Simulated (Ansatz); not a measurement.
CaAl₂O₄:
```
CELL_PARAMETERS angstrom
      8.74420     0.00000     0.00000
     -4.37210     7.57270     0.00000
      0.00000     0.00000     8.09628
ATOMIC_POSITIONS crystal
  Ca 0.00000 0.00000 0.73217
  Ca 0.00000 0.00000 0.23217
  Ca 0.66667 0.33333 0.23522
  Ca 0.33333 0.66667 0.73522
  Ca 0.66667 0.33333 0.80299
  Ca 0.33333 0.66667 0.30299
  Al 0.34192 0.31414 0.54391
  Al 0.02778 0.34192 0.04391
  Al 0.68586 0.02778 0.54391
  Al 0.65808 0.68586 0.04391
  Al 0.97222 0.65808 0.54391
  Al 0.31414 0.97222 0.04391
  Al 0.97933 0.66075 0.93715
  Al 0.31858 0.97933 0.43715
  Al 0.33925 0.31858 0.93715
  Al 0.02067 0.33925 0.43715
  Al 0.68142 0.02067 0.93715
  Al 0.66075 0.68142 0.43715
  O  0.58275 0.79188 0.90906
  O  0.79087 0.58275 0.40906
  O  0.20812 0.79087 0.90906
  O  0.41725 0.20812 0.40906
  O  0.20913 0.41725 0.90906
  O  0.79188 0.20913 0.40906
  O  0.44700 0.54545 0.51912
  O  0.90155 0.44700 0.01912
  O  0.45455 0.90155 0.51912
  O  0.55300 0.45455 0.01912
  O  0.09845 0.55300 0.51912
  O  0.54545 0.09845 0.01912
  O  0.26216 0.87853 0.24133
  O  0.38363 0.26216 0.74133
  O  0.12147 0.38363 0.24133
  O  0.73784 0.12147 0.74133
  O  0.61637 0.73784 0.24133
  O  0.87853 0.61637 0.74133
  O  0.88659 0.11101 0.03539
  O  0.77558 0.88659 0.53539
  O  0.88899 0.77558 0.03539
  O  0.11341 0.88899 0.53539
  O  0.22442 0.11341 0.03539
  O  0.11101 0.22442 0.53539
```

Relaxed with r²SCAN. Special points in fractions of this cell's reciprocal vectors: Γ (0.000, 0.000, 0.000); M (0.500, 0.000, 0.000); K (0.333, 0.333, 0.000); A (0.000, 0.000, 0.500); L (0.500, 0.000, 0.500); H (0.333, 0.333, 0.500).

Q: List the band energies nearest the valence-band maximum at these points for r²SCAN in the plane-wave PAW code Ansatz.

A: In eV from the valence-band maximum; about four levels below and three above (degenerate sets whole), none deeper than 8.9 eV; points with the same levels are listed once.

| k | below | above |
|---|---|---|
| Γ | -0.25 -0.25 -0.17 -0.17 0.00 | 4.97 7.10 7.13 7.13 |
| M | -0.28 -0.18 -0.12 -0.11 | 6.04 6.21 6.92 |
| K | -0.31 -0.15 -0.13 -0.13 | 6.32 6.32 6.59 |
| A | -0.27 -0.27 -0.19 -0.19 | 6.02 6.02 7.22 7.22 |
| L | -0.24 -0.24 -0.20 -0.20 | 6.59 6.59 6.92 6.92 |
| H | -0.24 -0.24 -0.22 -0.22 | 6.67 6.67 7.08 7.08 |

Space group P6_3. The workflow started from a Materials Project entry (that database holds measured and hypothetical structures alike); the Crystallography Open Database copy checked does not list it. COD files the formula under space group No. 14, so this cell is another polymorph or a model. Its standing as an ambient phase is unchecked. The cell was relaxed with r²SCAN under the symmetry of its start; whether a distortion lowers the energy is not shown.

Potentials: the earlier of the program's two PAW sets.
